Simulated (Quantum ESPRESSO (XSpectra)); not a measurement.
Quantum ESPRESSO (XSpectra) run for X-ray absorption at the O K edge of BaTiO3 (Pm-3m). Geometry: Materials Project entry mp-2998 (a computed structure). No spin-polarised start was tried. The cell is the entry's, not relaxed again. The ground-state test found a gap, so occupations are fixed and the excited electron is left out (charged cell on a uniform background); energies count from the highest occupied level. pw.x input:

```
&CONTROL
  calculation = 'scf'
  prefix = 'x'
  pseudo_dir = './pseudo'
  outdir = './out'
/
&SYSTEM
  ibrav = 0
  nat = 40
  ntyp = 4
  ecutwfc = 70
  input_dft = 'PZ'
  tot_charge = 1
  occupations = 'fixed'
/
&ELECTRONS
  conv_thr = 4.0e-07
  mixing_beta = 0.4
/
ATOMIC_SPECIES
Oh 15.999 O.lda-tm-gipaw-star1s.UPF
Ba 137.327 Ba.upf
Ti 47.867 Ti.upf
O 15.999 O.lda-tm-gipaw.UPF
CELL_PARAMETERS angstrom
   8.015360000    0.000000000    0.000000000
   0.000000000    8.015360000    0.000000000
   0.000000000    0.000000000    8.015360000
ATOMIC_POSITIONS crystal
Ba     0.250000000    0.250000000    0.250000000
Ba     0.250000000    0.250000000    0.750000000
Ba     0.250000000    0.750000000    0.250000000
Ba     0.250000000    0.750000000    0.750000000
Ba     0.750000000    0.250000000    0.250000000
Ba     0.750000000    0.250000000    0.750000000
Ba     0.750000000    0.750000000    0.250000000
Ba     0.750000000    0.750000000    0.750000000
Ti     0.000000000    0.000000000    0.000000000
Ti     0.000000000    0.000000000    0.500000000
Ti     0.000000000    0.500000000    0.000000000
Ti     0.000000000    0.500000000    0.500000000
Ti     0.500000000    0.000000000    0.000000000
Ti     0.500000000    0.000000000    0.500000000
Ti     0.500000000    0.500000000    0.000000000
Ti     0.500000000    0.500000000    0.500000000
Oh     0.250000000    0.000000000    0.000000000
O      0.250000000    0.000000000    0.500000000
O      0.250000000    0.500000000    0.000000000
O      0.250000000    0.500000000    0.500000000
O      0.750000000    0.000000000    0.000000000
O      0.750000000    0.000000000    0.500000000
O      0.750000000    0.500000000    0.000000000
O      0.750000000    0.500000000    0.500000000
O      0.000000000    0.250000000    0.000000000
O      0.000000000    0.250000000    0.500000000
O      0.000000000    0.750000000    0.000000000
O      0.000000000    0.750000000    0.500000000
O      0.500000000    0.250000000    0.000000000
O      0.500000000    0.250000000    0.500000000
O      0.500000000    0.750000000    0.000000000
O      0.500000000    0.750000000    0.500000000
O      0.000000000    0.000000000    0.250000000
O      0.000000000    0.000000000    0.750000000
O      0.000000000    0.500000000    0.250000000
O      0.000000000    0.500000000    0.750000000
O      0.500000000    0.000000000    0.250000000
O      0.500000000    0.000000000    0.750000000
O      0.500000000    0.500000000    0.250000000
O      0.500000000    0.500000000    0.750000000
K_POINTS automatic
2 2 2 0 0 0
```

xspectra.x input:

```
&input_xspectra
  calculation = 'xanes_dipole'
  edge = 'K'
  prefix = 'x'
  outdir = './out'
  xonly_plot = .false.
  xiabs = 1
  xcoordcrys = .false.
  xepsilon(1) = 1.0
  xepsilon(2) = 0.0
  xepsilon(3) = 0.0
  xniter = 1500
  xcheck_conv = 50
  xerror = 0.002
  x_save_file = 'x0.sav'
/
&plot
  xnepoint = 451
  xemin = -5.0
  xemax = 40.0
  xgamma = 0.5
  terminator = .true.
  cut_occ_states = .true.
/
&pseudos
  filecore = 'core.wfc'
/
&cut_occ
  cut_desmooth = 0.1
  cut_stepl = 0.01
  cut_ierror = 1e-6
/
3 3 3 1 1 1
```

End of the pw.x output:

```
    -0.2295  -0.1290  -0.1176  -0.0910  -0.0862  -0.0858   0.1562   0.1842
     0.2000   0.2172   0.2268   0.2391   0.2408   0.2791   0.4089   0.4225
     0.4227   0.4391   0.5314   0.5367   0.5589   0.5619   0.5784   0.5875
     2.5184   3.7755   3.8001   5.7134   5.7340   6.0048   6.0269   6.3913
     6.5104   6.5624   6.6246   6.6522   6.6849   6.6994   6.7128   6.8012
     6.8083   6.8338   6.8606   6.8897   6.9293   6.9747   7.0460   7.0583
     7.1081   7.1380   7.2277   7.2830   7.3209   7.3933   7.4554   7.5403
     7.5422   7.5682   7.6011   7.6246   7.6279   7.7356   7.8333   7.8639
     7.8803   7.9147   7.9722   8.0091   8.2352   8.3857   8.4274   8.5122
     8.5155   8.5173   8.9365   8.9396   8.9741   8.9882   9.0530   9.0946
     9.0964   9.1013   9.1057   9.1319   9.1451   9.3234   9.4068   9.4076
     9.4547   9.5068   9.5161   9.5518   9.5642   9.5673   9.5911   9.6072

     highest occupied level (ev):    10.0924

!    total energy              =   -2188.66821641 Ry
     estimated scf accuracy    <       0.00000009 Ry

     The total energy is the sum of the following terms:
     one-electron contribution =    -593.85378555 Ry
     hartree contribution      =     481.54848291 Ry
     xc contribution           =    -411.49399419 Ry
     ewald contribution        =   -1664.86891958 Ry

     convergence has been achieved in  16 iterations

     XML data file, charge density, pseudopotentials, collected wavefunctions
```

xspectra.x output, shortened:

```
... Begin STEP 1 ...

        Radial transition matrix element(s) used in the calculation of the
        initial vector of the Lanczos basis (|tilde{phi}_abs> normalized)
        | For PAW proj. (l=1) #1: radial matrix element =   0.141535429
        | For PAW proj. (l=1) #2: radial matrix element =   0.174719217

NB: the     7 k-point are not all listed below because npool=  4
        |-------------------------------------------------------------
        ! k-point #     1:  ( 0.1667,  0.1667,  0.1667),  0.0741,   1
        |-------------------------------------------------------------
 okvan= F
        |   Norm of the initial Lanczos vector: 0.10086551E+00
        !   => CONVERGED at iter    650 with error=  0.00125248
        |-------------------------------------------------------------
        ! k-point #     2:  ( 0.1667,  0.1667,  0.5000),  0.0741,   1
        |-------------------------------------------------------------
 okvan= F
        |   Norm of the initial Lanczos vector: 0.10086550E+00
        !   => CONVERGED at iter    700 with error=  0.00129170
        |-------------------------------------------------------------
        ! k-point #     3:  ( 0.1667,  0.1667,  0.8333),  0.0741,   1
        |-------------------------------------------------------------
 okvan= F
        |   Norm of the initial Lanczos vector: 0.10086551E+00
        !   => CONVERGED at iter    650 with error=  0.00129959
        |-------------------------------------------------------------

        ...
... Begin STEP 2 ...

     The spectrum is calculated using the following parameters:
        energy-zero of the spectrum [eV]:   10.0924
        the occupied states are elimintate from the spectrum
        xemin [eV]:  -5.00
        xemax [eV]:  40.00
        xnepoint:  451
        constant broadening parameter [eV]:    0.500
        Core level energy [eV]:  -543.1
         (from electron binding energy of neutral atoms in X-ray data booklet)

     Cross-section successfully written in xanes.dat

     ... End STEP 2 ...

     xanes        :    175.71s CPU    176.45s WALL (       1 calls)

     -------------------------------------------------------------------------
                                END JOB XSpectra
     -------------------------------------------------------------------------
```

xanes.dat for the field along x, every fifth line (energy in eV, cross section):

```
   -5.000   5.6050e-04
   -4.500   6.0840e-04
   -4.000   6.6370e-04
   -3.500   7.2830e-04
   -3.000   8.0430e-04
   -2.500   8.9520e-04
   -2.000   1.0050e-03
   -1.500   1.1410e-03
   -1.000   1.3120e-03
   -0.500   1.5330e-03
    0.000   1.8300e-03
    0.500   2.2540e-03
    1.000   2.9120e-03
    1.500   4.0280e-03
    2.000   5.6080e-03
    2.500   8.7610e-03
    3.000   1.3870e-02
    3.500   2.5860e-02
    4.000   4.2570e-02
    4.500   5.0610e-02
    5.000   4.8660e-02
    5.500   5.6460e-02
    6.000   5.2590e-02
    6.500   4.1720e-02
    7.000   3.5350e-02
    7.500   2.6060e-02
    8.000   2.5080e-02
    8.500   2.0700e-02
    9.000   1.7800e-02
    9.500   1.5850e-02
   10.000   1.5940e-02
   10.500   2.0170e-02
   11.000   1.6530e-02
   11.500   1.2850e-02
   12.000   1.0640e-02
   12.500   1.0590e-02
   13.000   1.4390e-02
   13.500   2.6290e-02
   14.000   3.9980e-02
   14.500   5.8830e-02
   15.000   6.7930e-02
   15.500   9.4470e-02
   16.000   6.5970e-02
   16.500   3.8920e-02
   17.000   2.9540e-02
   17.500   2.5120e-02
   18.000   1.8030e-02
   18.500   1.3900e-02
   19.000   1.1460e-02
   19.500   9.7020e-03
   20.000   1.0060e-02
   20.500   1.0260e-02
   21.000   9.2930e-03
   21.500   6.7910e-03
   22.000   5.2800e-03
   22.500   4.8610e-03
   23.000   6.0610e-03
   23.500   8.2950e-03
   24.000   1.0250e-02
   24.500   1.1230e-02
   25.000   9.8720e-03
   25.500   9.0200e-03
   26.000   9.6530e-03
   26.500   8.6960e-03
   27.000   8.7120e-03
   27.500   8.6500e-03
   28.000   1.0540e-02
   28.500   1.0470e-02
   29.000   1.1960e-02
   29.500   1.1420e-02
   30.000   1.1360e-02
   30.500   1.3580e-02
   31.000   1.5750e-02
   31.500   1.8540e-02
   32.000   2.1660e-02
   32.500   2.1930e-02
   33.000   2.3110e-02
   33.500   3.0190e-02
   34.000   3.9090e-02
   34.500   3.7870e-02
   35.000   4.1930e-02
   35.500   4.7840e-02
   36.000   4.3500e-02
   36.500   4.7610e-02
   37.000   4.9340e-02
   37.500   4.1350e-02
   38.000   3.6750e-02
   38.500   3.7110e-02
   39.000   3.1730e-02
   39.500   2.4240e-02
   40.000   2.1280e-02
```
